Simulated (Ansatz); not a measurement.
## Structure relaxation, MoPt

The relaxed structure here is a generated cell of MoPt: the first start was made by placing the elements on the sites of a structure type, and the end was not matched to a known phase here, so it may be hypothetical.

The start is a generated trial cell of MoPt in the AFLOW prototype AB_cF8_216_c_a (B3, as in ZnS). The structure is fully relaxed (lattice and positions, P = 0) with PBEsol (plane waves to 420 eV, PAW, scalar-relativistic; Ansatz, an electronic-structure program). The first steps use a coarse 11×11×11 k-mesh.

Input geometry:
```yaml
crystal:
  lattice:
    - [0.00000, 2.47550, 2.47550]
    - [2.47550, 0.00000, 2.47550]
    - [2.47550, 2.47550, 0.00000]
  atoms:
    - { symbol: Pt, position: [0.25000, 0.25000, 0.25000] }
    - { symbol: Mo, position: [0.00000, 0.00000, 0.00000] }
```

- Outcome = The space group stays F-43m (No. 216) (the run could not lower it); the end is zinc blende type, with 2 atoms in the primitive cell
- Volume change = +47.2 %, from 15.17 to 22.33 Å³/atom
- Shortest distances (start → end) = The closest pairs of elements (up to four, under 3.6 Å), start → end: Mo–Pt 2.14 → 2.44 Å; Pt–Pt 3.50 → 3.98 Å; Mo–Mo 3.50 → 3.98 Å
- Band gap at the end = zero (metallic)
- Optimiser moves = 11

It ends as:

Space group F-43m (No. 216); a = b = c = 5.6316 Å, α = β = γ = 90.00°

```tsv
atom	site	symmetry	x	y	z
Pt	4c	-43m	0.2500	0.2500	0.2500
Mo	4a	-43m	0.0000	0.0000	0.0000
```
(The calculation used a cell of 2 atoms; values per cell refer to that cell.)

Final values are on a 14×14×14 k-mesh of the relaxed cell. The start holds a very short contact (Pt–Mo 2.14 Å). No spin polarisation in the result.

The run could not lose the symmetry of its start, so the end can be a saddle point.

All atoms sit on sites fixed by symmetry, so only the cell could relax.
